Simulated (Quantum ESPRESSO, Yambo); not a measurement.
At a photon energy of 13.62 eV, RPA with local fields on PBEsol bands shifted by a G0W0 scissor of 5.30 eV (Quantum ESPRESSO and Yambo; 4×4×4 mesh, 120 bands, 3 Ry local-field block, 0.2 eV broadening) gives ε = 2.39 + 1.2i for K2LiScF6 (space group Fm-3m, No. 225), field along x.

Question: Work out n, κ, the normal-incidence reflectivity, the absorption coefficient and the penetration depth.

Answer: 
|ε| = 2.67; n = √((|ε| + ε1)/2) = 1.59, κ = √((|ε| − ε1)/2) = 0.38. R = ((n − 1)² + κ²)/((n + 1)² + κ²) = 0.07. α = 2Eκ/(ħc) with ħc = 197.327 eV nm: 0.0521 per nm = 5.2 × 10⁵ per cm, a 1/e depth of 19 nm. The computed direct gap is 12.11 eV, and the energy scale of the real crystal may differ from it. Excitonic effects are left out, and values at one energy depend on mesh and broadening. The scissor comes from a G0W0 run whose convergence isn't established. Convergence of the RPA response with its 4×4×4 mesh was not tested.

Geometry of the Materials Project entry, not relaxed at this level; primitive cell a = b = c = 5.8616 Å, α = β = γ = 60.00°.

The structure is a Materials Project entry; no match was found in the copy of COD used, and its stability was not checked.
